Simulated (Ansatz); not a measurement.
LuH₂:
```
CELL_PARAMETERS angstrom
      0.00000     2.49638     2.49638
      2.49638     0.00000     2.49638
      2.49638     2.49638     0.00000
ATOMIC_POSITIONS crystal
  Lu 0.00000 0.00000 0.00000
  H  0.25000 0.25000 0.25000
  H  0.75000 0.75000 0.75000
```

Relaxed with r²SCAN.

### Question
Tabulate the valence density and the electron localisation function along the shortest Lu–H contact (2.16 Å), r²SCAN (plane waves, PAW; program Ansatz).

### Answer


```tsv
distance from Lu (Å)	density (e/Å³)	ELF
0.22	35.49	0.82
0.32	25.19	0.86
0.43	16.02	0.87
0.54	9.30	0.86
0.65	5.03	0.82
0.76	2.58	0.72
0.86	1.29	0.54
0.97	0.67	0.31
1.08	0.40	0.15
1.19	0.30	0.10
1.30	0.27	0.16
1.41	0.30	0.41
1.51	0.37	0.76
1.62	0.48	0.94
1.73	0.66	0.98
1.84	0.94	1.00
1.95	1.34	1.00
```

The density is the valence pseudo-density with augmentation charge, so density and ELF within about 1 Å of a nucleus are not all-electron values.

Space group Fm-3m (fluorite). The workflow started from an entry of the Crystallography Open Database (COD). Whether it is the stable phase at ambient conditions was not checked. The r²SCAN relaxation kept the symmetry of its start; whether a distortion lowers the energy is not shown. Scalar-relativistic: spin–orbit coupling is off unless named, which matters more the heavier the elements.

Potentials: the later of the program's two PAW sets.
